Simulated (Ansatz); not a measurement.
# Find the missing element

Cell vectors (Å):

```
 3.8584  0.0000  0.0000
-1.9292  3.3414  0.0000
 0.0000  0.0000  6.3355
```

| atom | a | b | c |
| --- | --- | --- | --- |
| X | 0.3333 | 0.6667 | 0.2500 |
| X | 0.6667 | 0.3333 | 0.7500 |

Method: PBEsol, PAW on Ansatz 0.2.0's default frozen-core files (fitted under PBE), scalar-relativistic. k mesh 14×14×8, strains of ±0.005, Fermi-Dirac smearing of 0.100 eV.

Elastic constants of a crystal by Kohn-Sham DFT: slopes of the stress over finite engineering strains of the given cell, Voigt indices, Cartesian axes as in the cell vectors.

| index | elastic (GPa) |
| --- | --- |
| 11 | 30 |
| 12 | 15.2 |
| 13 | 7.3 |
| 33 | 41.9 |
| 44 | 7.3 |

Task: All X atoms are one element. Which one was computed?

Result: Ca; the crystal is Ca (P6_3/mmc, a database entry that needn't be its stable phase).

Keep in mind: frozen-core PAW files fitted under PBE, their cores solved anew for the functional of the run; responses of metals move with mesh and smearing; elastic stability says nothing of phonons or of other phases.
